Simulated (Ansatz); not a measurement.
# Where the states of Ca lie

```cif
data_structure
_symmetry_space_group_name_H-M 'P 1'
_symmetry_Int_Tables_number 1
_cell_length_a 3.9516
_cell_length_b 3.9516
_cell_length_c 3.9516
_cell_angle_alpha 60.000
_cell_angle_beta 60.000
_cell_angle_gamma 60.000
_cell_volume 43.63
loop_
_atom_site_label
_atom_site_type_symbol
_atom_site_fract_x
_atom_site_fract_y
_atom_site_fract_z
_atom_site_occupancy
Ca1 Ca 0.00000 0.00000 0.00000 1
```

The runs use the primitive cell with vectors (0.000, 2.794, 2.794), (2.794, 0.000, 2.794), (2.794, 2.794, 0.000) Å, to which the k mesh refers.

The structure is an experimental refinement, used without relaxation.

The calculation used DFT, PBEsol, all-electron LAPW, scalar-relativistic (Ansatz 0.2.0).

Settings: a Γ-centred 11×11×11 k mesh, Fermi–Dirac smearing of 0.05 eV, basis error target 1 meV/atom, no spin polarisation.

States per eV and cell, averaged over 0.6 eV, from -4.0 to 1.8 eV, with energies (bin centres) from the Fermi level; empty bins are left out. 

```tsv
E (eV)	total
-3.8	0.08
-3.2	0.22
-2.6	0.33
-2.0	0.44
-1.4	0.60
-0.8	0.82
-0.2	1.04
0.4	1.71
1.0	2.19
1.6	1.51
```
